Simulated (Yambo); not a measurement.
Yambo input for KF (rock salt, space group Fm-3m, No. 225) under isotropic strain of -3 % on all lattice vectors (a = b = c = 3.636 Å, α = β = γ = 60.00°), on norm-conserving PBEsol (Quantum ESPRESSO, 84 Ry, no spin-orbit coupling) wavefunctions on a 16×16×16 mesh:

```
optics
chi
dipoles
kernel
FFTGvecs= 40 Ry
Chimod= "HARTREE"
NGsBlkXd= 4 Ry
% QpntsRXd
 1 | 1 |
%
% BndsRnXd
 1 | 27 |
%
GrFnTpXd= "R"
% EnRngeXd
 0.0 | 20.0 | eV
%
% DmRngeXd
 0.2 | 0.2 | eV
%
CGrdSpXd= 50
ETStpsXd= 161
% LongDrXd
 1.0 | 0.0 | 0.0 |
%
% XfnQP_E
 3.809 | 1.0 | 1.0 |
%
```

First lines of the file o-*.eps_q1_inv_rpa_dyson:

```
Absorption @ Q(1):   1.00000000     0.00000000     0.00000000    [q->0 direction]
#
# [ X ] Hartree size     :   51
# [GEN] GF Energies     : Perdew, Burke & Ernzerhof SOL(X)+Perdew, Burke & Ernzerhof SOL(C)+ user defined corrections @E
# [GEN] Green`s Function     : Retarded
#
# [GEN] Gauge     : Length
# [GEN] [r,Vnl] included     : yes
#
#    E[1] [eV]     Im(eps)     Re(eps)     Im(eps_o)     Re(eps_o)
#
     0.000000     -0.275845E-7     1.803287     -0.24250E-19     1.956729
     0.125000     0.116670E-3     1.803324     0.139958E-3     1.956773
     0.250000     0.233462E-3     1.803433     0.280022E-3     1.956904
     0.375000     0.350440E-3     1.803615     0.420301E-3     1.957123
     0.500000     0.467699E-3     1.803871     0.560901E-3     1.957429
     0.625000     0.585335E-3     1.804200     0.701932E-3     1.957823
     0.750000     0.703441E-3     1.804602     0.843501E-3     1.958306
     0.875000     0.822116E-3     1.805079     0.985721E-3     1.958877
     1.000000     0.941458E-3     1.805629     0.001129     1.959537
     1.125000     0.001062     1.806255     0.001273     1.960287
     1.250000     0.001183     1.806956     0.001417     1.961127
     1.375000     0.001304     1.807732     0.001563     1.962058
     1.500000     0.001428     1.808585     0.001711     1.963080
     1.625000     0.001552     1.809516     0.001859     1.964195
     1.750000     0.001677     1.810524     0.002009     1.965403
     1.875000     0.001804     1.811611     0.002161     1.966705
     2.000000     0.001933     1.812778     0.002314     1.968103
     2.125000     0.002063     1.814025     0.002470     1.969596
     2.250000     0.002195     1.815355     0.002627     1.971188
     2.375000     0.002329     1.816767     0.002786     1.972878
     2.500000     0.002464     1.818264     0.002948     1.974669
     2.625000     0.002603     1.819846     0.003113     1.976561
     2.750000     0.002743     1.821515     0.003280     1.978557
     2.875000     0.002886     1.823273     0.003450     1.980659
     3.000000     0.003032     1.825120     0.003623     1.982867
     3.125000     0.003180     1.827060     0.003799     1.985184
     3.250000     0.003332     1.829093     0.003979     1.987613
     3.375000     0.003487     1.831222     0.004162     1.990155
     3.500000     0.003645     1.833448     0.004349     1.992812
     3.625000     0.003807     1.835775     0.004541     1.995588
     3.750000     0.003972     1.838203     0.004737     1.998484
     3.875000     0.004142     1.840737     0.004937     2.001504
     4.000000     0.004317     1.843378     0.005142     2.004651
```
(The file goes on to the top of the energy range.) Convergence of the RPA response with its 16×16×16 mesh was not tested. The scissor comes from a G0W0 run whose convergence isn't established.

Geometry strained from the cell relaxed with PBEsol, atoms relaxed again.
